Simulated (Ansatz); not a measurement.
Put YZr2O2 in P-6m2 (No. 187): Y on 1f; Zr on 2h; O on 1e and 1c.

All numbers below come from Ansatz 0.2.0, DFT PBE, scalar-relativistic, plane waves, PAW. Cutoff 420 eV, Γ-centred mesh, Gaussian smearing, no spin polarisation.

Formation energies are uncorrected and refer to the elements' standard structures at the same level (O₂ as a molecule).

Problem. Predict the relaxed structure.

Solution.

Space group P-6m2 (No. 187). a = 5.439 Å, b = 5.439 Å, c = 6.079 Å, α = 90.00°, β = 90.00°, γ = 120.00°
| atom | site | symmetry | x | y | z |
| --- | --- | --- | --- | --- | --- |
| Y | 1f | -6m2 | 0.6667 | 0.3333 | 0.5000 |
| Zr | 2h | 3m. | 0.3333 | 0.6667 | 0.6974 |
| O | 1e | -6m2 | 0.6667 | 0.3333 | 0.0000 |
| O | 1c | -6m2 | 0.3333 | 0.6667 | 0.0000 |

Y has 2 O at 3.04 Å and 6 Zr at 3.36 Å; Zr has 1 O at 1.84 Å, 1 Zr at 2.40 Å, 3 Y at 3.36 Å and 3 O at 3.64 Å; O on its first site is surrounded by 2 Y at 3.04 Å, 3 O at 3.14 Å and 6 Zr at 3.64 Å; around O on its second site lie 2 Zr at 1.84 Å and 3 O at 3.14 Å. Another local minimum with the same sites may exist.

Problem. And its energy and gap?

Solution. The energy over the elements is +0.04 eV/atom. The gap on the 12×12×6 mesh of the 5-atom cell is 0 eV (a metal). The separate elements lie lower, so it is unstable against them.

The last run used Gaussian smearing of 0.10 eV. An odd number of electrons in the primitive cell allows no gap without spin; a larger cell or a magnetic state could open one. A structure relaxed within its symmetry needn't be a true minimum. Another cell of YZr2O2 relaxed alike, in P-3m1, lies 2.16 eV/atom lower, so this cell isn't the stable form at this level.
